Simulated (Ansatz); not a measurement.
TiN (rock salt, Fm-3m) under volume change, PBE in the plane-wave PAW code Ansatz, scaled uniformly.

| V (Å³/atom) | E − E(relaxed) (meV/atom) | P (GPa) |
|---|---|---|
| 8.710 | 79.1 | 31.93 |
| 8.998 | 33.2 | 19.56 |
| 9.285 | 7.9 | 9.01 |
| 9.572 | 0.0 | 0.01 |
| 9.859 | 7.1 | -7.68 |
| 10.146 | ___ | ___ |
| 10.433 | ___ | ___ |

Problem. Complete the blanks.

Solution. 
- 10.146, E − E(relaxed) (meV/atom): 26.9
- 10.146, P (GPa): -14.24
- 10.433, E − E(relaxed) (meV/atom): 57.5
- 10.433, P (GPa): -19.84

Problem. What does a third-order Birch–Murnaghan fit give for V₀, B₀ and B′?

Solution. V₀ = 9.57 Å³/atom, B₀ = 277 GPa, B′ = 4.3.

The cell was relaxed with PBE under the symmetry of its start. No spin polarisation was allowed.

Potentials: the earlier of the program's two PAW sets.
